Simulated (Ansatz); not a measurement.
A crystal relaxed with r2SCAN in the PAW code Ansatz has space group I-4m2 (No. 119) and a = 2.893 Å, c = 12.663 Å.

| atom | site | x | y | z |
| --- | --- | --- | --- | --- |
| Xx | 2a | 0.0000 | 0.0000 | 0.0000 |
| N | 4f | 0.5000 | 0.0000 | 0.4324 |
| Al | 4e | 0.0000 | 0.0000 | 0.3410 |
| N | 2c | 0.0000 | 0.5000 | 0.2500 |

With r2SCAN the valence top lies at Γ and the conduction bottom at M, 3.60 eV higher; the smallest vertical gap, at M, is 3.85 eV. The lowest empty level at X lies only 7 meV higher, so the place of the conduction bottom isn't settled. The HSE06 gap is indirect, 4.27 eV (k = (-0.005, 0.003, -0.003) to X), below the direct gap of 4.59 eV at M. Meshes: r2SCAN 12×12×12, HSE06 8×8×8.

**Question.** Which element is Xx?
A. Ga
B. B
C. Tl
D. In

**Answer.** B. Xx is B: Al₂BN₃ as one 6-atom ordering (I-4m2) on the zincblende lattice. B has 4 N at 1.68 Å; N has 2 B at 1.68 Å and 2 Al at 1.85 Å; Al has 4 N at 1.85 Å; N has 4 Al at 1.85 Å.

Spin-unpolarised throughout. Whether this structure exists isn't addressed.

Where an edge lies off the special points, it is a point of the mesh or the k point where a search put PBE's edge or least direct gap, reused for the other functionals, whose own edges may lie a little apart.

Coordinates of k points refer to the reciprocal vectors of the primitive cell of the runs.
